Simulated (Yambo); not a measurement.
## Optical response of Mg$_{3}$ZnO$_{4}$

```xyz
8
Lattice="3.0262 0.0000 0.0000 0.0000 3.0262 0.0000 0.0000 0.0000 8.5532" Properties=species:S:1:pos:R:3 pbc="T T T"
O      0.0000     0.0000     2.1647
O      0.0000     0.0000     6.3886
O      1.5131     1.5131     0.0000
O      1.5131     1.5131     4.2766
Mg     1.5131     1.5131     6.4186
Mg     1.5131     1.5131     2.1346
Mg     0.0000     0.0000     4.2766
Zn     0.0000     0.0000     0.0000
```

Yambo, RPA with local fields on PBEsol bands; 12×12×4 mesh, 81 bands, 3 Ry local-field block, 0.2 eV broadening; field along x.

| E (eV) | Im ε | Re ε | Im ε, independent particles |
|---|---|---|---|
| 0.0 | 0.00 | 3.73 | 0.00 |
| 0.4 | 0.01 | 3.74 | 0.01 |
| 0.8 | 0.01 | 3.76 | 0.02 |
| 1.1 | 0.02 | 3.80 | 0.02 |
| 1.5 | 0.03 | 3.85 | 0.03 |
| 1.9 | 0.05 | 3.93 | 0.05 |
| 2.2 | 0.07 | 4.03 | 0.07 |
| 2.6 | 0.10 | 4.18 | 0.10 |
| 3.0 | 0.20 | 4.42 | 0.19 |
| 3.4 | 0.43 | 4.67 | 0.42 |
| 3.8 | 0.85 | 4.81 | 0.83 |
| 4.1 | 1.17 | 4.70 | 1.14 |
| 4.5 | 1.64 | 4.56 | 1.60 |
| 4.9 | 1.63 | 4.35 | 1.58 |
| 5.2 | 1.90 | 4.25 | 1.85 |
| 5.6 | 2.17 | 4.40 | 2.11 |
| 6.0 | 2.39 | 3.83 | 2.31 |
| 6.4 | 2.41 | 3.87 | 2.34 |
| 6.8 | 2.25 | 3.56 | 2.20 |
| 7.1 | 2.44 | 3.82 | 2.44 |
| 7.5 | 2.75 | 3.56 | 2.75 |
| 7.9 | 3.25 | 3.41 | 3.27 |
| 8.2 | 3.31 | 2.62 | 3.33 |
| 8.6 | 2.90 | 2.35 | 2.93 |
| 9.0 | 2.86 | 2.28 | 2.93 |
| 9.4 | 2.55 | 2.22 | 2.68 |
| 9.8 | 2.57 | 2.24 | 2.80 |
| 10.1 | 2.44 | 2.36 | 2.78 |
| 10.5 | 2.96 | 2.54 | 3.51 |
| 10.9 | 3.19 | 2.20 | 3.90 |
| 11.2 | 3.16 | 1.66 | 3.86 |
| 11.6 | 2.99 | 1.60 | 3.74 |
| 12.0 | 3.01 | 1.59 | 3.78 |
| 12.4 | 3.06 | 1.31 | 3.76 |
| 12.8 | 3.05 | 1.09 | 3.70 |
| 13.1 | 2.90 | 0.90 | 3.45 |
| 13.5 | 2.79 | 0.74 | 3.30 |
| 13.9 | 2.73 | 0.68 | 3.21 |
| 14.2 | 2.71 | 0.59 | 3.16 |
| 14.6 | 2.70 | 0.34 | 3.05 |
| 15.0 | 2.37 | 0.00 | 2.56 |
| 15.4 | 1.99 | 0.10 | 2.20 |
| 15.8 | 1.83 | 0.36 | 2.13 |
| 16.1 | 1.99 | 0.54 | 2.37 |
| 16.5 | 2.33 | 0.46 | 2.64 |
| 16.9 | 2.31 | 0.01 | 2.30 |
| 17.2 | 2.19 | -0.23 | 1.97 |
| 17.6 | 1.93 | -0.46 | 1.59 |
| 18.0 | 1.56 | -0.67 | 1.20 |
| 18.4 | 1.18 | -0.50 | 0.96 |
| 18.8 | 1.01 | -0.37 | 0.85 |
| 19.1 | 0.91 | -0.20 | 0.78 |
| 19.5 | 0.90 | -0.13 | 0.77 |
| 19.9 | 0.85 | -0.06 | 0.73 |

Peak heights and small wiggles depend on the k mesh. Convergence of the RPA response with its 12×12×4 mesh was not tested. No excitonic effects at this level.

Geometry of the Materials Project entry, not relaxed at this level.

The structure is a Materials Project entry; no match was found in the copy of COD used, and its stability was not checked.
